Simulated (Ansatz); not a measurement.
BaTiO3:
```
CELL_PARAMETERS angstrom
      2.78810     1.60971     2.28050
     -2.78810     1.60971     2.28050
      0.00000    -3.21942     2.28050
ATOMIC_POSITIONS crystal
  Ba 0.99893 0.99893 0.99893
  Ti 0.50753 0.50753 0.50753
  O  0.48958 0.98546 0.48958
  O  0.48958 0.48958 0.98546
  O  0.98546 0.48958 0.48958
```

Relaxed with LDA.

**Question.** Give the optical modes at the zone centre with their infrared and Raman activity from DFPT, the program Ansatz at the LDA level (PAW).

**Answer.** Transverse frequencies, without the LO–TO term; a row sums one degenerate level.

```
ω (cm⁻¹)  degeneracy  IR ((D/Å)²/amu)  Raman (Å⁴/amu)  activity  symmetry
--------  ----------  ---------------  --------------  --------  --------
156                2           133.67             420  IR+Raman         E
177                1             9.82              35  IR+Raman        A1
183                2            11.89             160  IR+Raman         E
220                1            50.05            1300  IR+Raman        A1
281                1             0.00               0    silent        A2
294                2             0.00              32     Raman         E
484                2            13.79             140  IR+Raman         E
511                1             8.20             750  IR+Raman        A1
```

**Question.** How high does the top mode go among those that the LO–TO term moves?

**Answer.** 701 cm⁻¹ for q along x, 701 cm⁻¹ for q along y, 694 cm⁻¹ for q along z.

Space group R3m. This is a known low-temperature phase of the composition, computed here at zero pressure and temperature. The LDA relaxation kept the symmetry of its start; its stability against distortions is not shown here. The run is not spin-polarised. Scalar-relativistic: spin–orbit coupling is off unless named, which matters more the heavier the elements.

Potentials: the earlier of the program's two PAW sets. The files were generated under PBE; for other functionals the program regenerates the frozen cores, and for LDA and PBEsol the local potential too.
